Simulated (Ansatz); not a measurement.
Magnetic orders of WS

Theory: DFT PBE, scalar-relativistic, plane waves, PAW in Ansatz.

```
W S
1.0
     3.15107    0.00000    0.00000
    -1.57553    2.72890    0.00000
     0.00000    0.00000    6.75948
W S
2 2
Direct
  0.00000 0.00000 0.00000
  0.00000 0.00000 0.50000
  0.33333 0.66667 0.25000
  0.66667 0.33333 0.75000
```

```
plane-wave cutoff                               : 420 eV
Γ-centred k-mesh                                : 12×12×8
occupation rule                                 : Gaussian smearing, 0.1 eV
list of starting moments (μB, in atom order)    : 2.5 2.5 0 0
check for lower electronic states after the SCF : off
```

All runs keep this geometry, which stands near equilibrium for the lowest state (largest force there 0.000 eV/Å, pressure 0.0 GPa) and needn't be a stable compound; relaxing each order can shift differences of a few meV. Signs run over the atoms with starting moments. Site moments are spin moments in atom-centred spheres that scale with the neighbour distance. The states are those that the runs reached from these starts; a lower one can exist.

```json
{"start": "no spin", "ends": "non-magnetic", "energy above lowest (meV/atom)": "0.00", "site moments (μB)": "none over 0.05", "gap on mesh (eV)": "metal", "P (GPa)": "0.0"}
{"start": "large parallel starting moments", "ends": "non-magnetic", "energy above lowest (meV/atom)": "0.00", "site moments (μB)": "none over 0.05", "gap on mesh (eV)": "metal", "P (GPa)": "0.0"}
{"start": "antiferromagnetic in the cell, signs +-", "ends": "non-magnetic", "energy above lowest (meV/atom)": "0.00", "site moments (μB)": "none over 0.05", "gap on mesh (eV)": "metal", "P (GPa)": "0.0"}
```

Cost: 3 runs of about 1.8 core-minutes in all, on Intel Xeon 6975P-C (Granite Rapids) (shared hosts).